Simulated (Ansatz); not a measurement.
BAs (rock salt, space group No. 225) at seven volumes, r²SCAN (plane waves, PAW; program Ansatz), scaled uniformly. One row is withheld.

| V (Å³/atom) | P (GPa) |
|---|---|
| 11.097 | ? |
| 11.463 | 9.39 |
| 11.829 | 4.36 |
| 12.194 | 0.01 |
| 12.560 | -3.78 |
| 12.926 | -7.05 |
| 13.292 | -9.84 |

Question: Fit the shown pressures and predict the withheld one.

Answer: P = (3/2)B₀(x^(7/2) − x^(5/2))[1 + (3/4)(B′ − 4)(x − 1)] with x = (V₀/V)^(2/3). Least squares on the six rows gives V₀ = 12.194 Å³/atom, B₀ = 135 GPa, B′ = 3.85. At V = 11.097, x = 1.0649 and P = 15.26 GPa. The run itself gave 15.38 GPa.

Space group Fm-3m (rock salt). A made-up cell: these elements were put on the sites of a structure type; neither database checked (COD, Materials Project) lists it. It is not the phase usual at ambient conditions (space group No. 216). The cell was relaxed with r²SCAN under the symmetry of its start; its stability against distortions is not shown here.

Potentials: the later of the program's two PAW sets.
